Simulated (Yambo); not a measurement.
A G0W0@LDA run in Yambo for KAs4ClO6 (space group P6/mmm, No. 191) (3×3×1 Γ-centred k mesh, 249 bands and a 6 Ry block in the screening, 249 bands in G with the Bruneval-Gonze terminator, plasmon pole fitted at 27.2 eV) gives these matrix elements, in eV, at the band edges (Γ → Γ):

```json
[
 {"state": "valence edge", "E0": "0.000", "<Vxc>": "-16.986", "<Σx>": "-20.695", "<Σc(E0)>": "2.633", "Z": "0.790"},
 {"state": "conduction edge", "E0": "3.369", "<Vxc>": "-14.858", "<Σx>": "-10.221", "<Σc(E0)>": "-3.492", "Z": "0.833"}
]
```

Question: Solve the linearised quasiparticle equation for both states, give the gap, and say how exchange and correlation each act on it.

Answer: E = E0 + Z(Σx + Σc − Vxc). Valence: 0.000 + 0.790 × (-20.695 + (2.633) − (-16.986)) = -0.85 eV. Conduction: 3.369 + 0.833 × (-10.221 + (-3.492) − (-14.858)) = 4.32 eV. The gap is 5.17 eV, against 3.37 eV in LDA. Replacing Vxc by bare exchange alone would open it by 8.35 eV; correlation takes back 6.12 eV of that, and Z scales what is left. Nearest settings tried, and what they do to the gap: 200 bands in W, 200 bands in G: +31 meV; 5 Ry block (301 vectors against 373): -35 meV; 3×3×2 mesh: +57 meV. So the settings aren't converged at that level. The mesh misses a band edge: along a dense path the LDA gap is 3.25 eV against 3.37 eV on the mesh. Spin-orbit splittings are left out.

The standard potential for As keeps a d shell in the valence without the s and p states of that shell. In tests on such compounds this moved G0W0 gaps by up to about 0.9 eV, so absolute quasiparticle energies here are unreliable; differences between settings are what counts.

Geometry of the Materials Project entry, not relaxed at this level; primitive cell a = b = 5.2533 Å, c = 8.9458 Å, α = β = 90.00°, γ = 120.00°.
